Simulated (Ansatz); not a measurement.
## Field gradients at the nuclei in TiH₈N₂F₆

The cell is a Materials Project structure (computed, not necessarily an observed phase), its atoms then relaxed with PBE in this cell.

```yaml
crystal:
  lattice:
    - [5.82372, 0.00000, 0.00000]
    - [-2.91186, 5.04349, 0.00000]
    - [0.00000, 0.00000, 4.88648]
  atoms:
    - { symbol: Ti, position: [0.00000, 0.00000, 0.00000] }
    - { symbol: H, position: [0.14075, 0.57037, 0.24861] }
    - { symbol: H, position: [0.42963, 0.85925, 0.24861] }
    - { symbol: H, position: [0.42963, 0.57037, 0.24861] }
    - { symbol: H, position: [0.66667, 0.33333, 0.47148] }
    - { symbol: H, position: [0.33333, 0.66667, 0.52852] }
    - { symbol: H, position: [0.57037, 0.42963, 0.75139] }
    - { symbol: H, position: [0.57037, 0.14075, 0.75139] }
    - { symbol: H, position: [0.85925, 0.42963, 0.75139] }
    - { symbol: N, position: [0.33333, 0.66667, 0.31783] }
    - { symbol: N, position: [0.66667, 0.33333, 0.68217] }
    - { symbol: F, position: [0.84413, 0.15587, 0.21466] }
    - { symbol: F, position: [0.84413, 0.68827, 0.21466] }
    - { symbol: F, position: [0.31173, 0.15587, 0.21466] }
    - { symbol: F, position: [0.68827, 0.84413, 0.78534] }
    - { symbol: F, position: [0.15587, 0.31173, 0.78534] }
    - { symbol: F, position: [0.15587, 0.84413, 0.78534] }
```

Atoms are numbered from 1 in the order listed; like atoms form one site, named after its first atom.

All values are calculated (Ansatz; DFT, PBE, plane waves and PAW, scalar-relativistic, 420 eV cutoff, Γ-centred 5×5×5 k-points, Fermi–Dirac smearing 0.02 eV), not measured.

V_zz is the principal component of the electric field gradient with the largest magnitude, η = (V_xx − V_yy)/V_zz and C_Q = eQV_zz/h. ν_Q = 3|C_Q|/[2I(2I − 1)].

⁴⁹Ti: I = 7/2, Q = 247.0 mb; H-2: I = 1, Q = 2.858 mb; ¹⁴N: I = 1, Q = 20.44 mb. Nuclear quadrupole moments: year-2017 set (Pyykkö).

Q: What field gradients does the calculation give at each kind of site?

A: 

```csv
site,atoms (order as listed),first shell,C_Q (MHz),η,ν_Q (MHz)
Ti,1,6 F at 1.89 Å,9.00,0.00,0.643
H2,"2, 3, 4, 7, 8, 9",1 N at 1.03 Å; also 2 F at 2.16 Å,0.213,0.03,0.320
H5,"5, 6",1 N at 1.03 Å; also 3 F at 2.19 Å,0.211,0.00,0.317
N,"10, 11",4 H at 1.03 Å,-0.066,0.00,0.099
```

An axis of threefold or higher order runs through Ti, H5 and N, so V_zz lies along it and η is zero. At H2 V_zz points along its bond to N (within 1°).

F has no stable isotope with a ground-state quadrupole moment in the table, so these sites are left out.

The lattice is static: at room temperature ammonium may turn and average the couplings of its hydrogen.
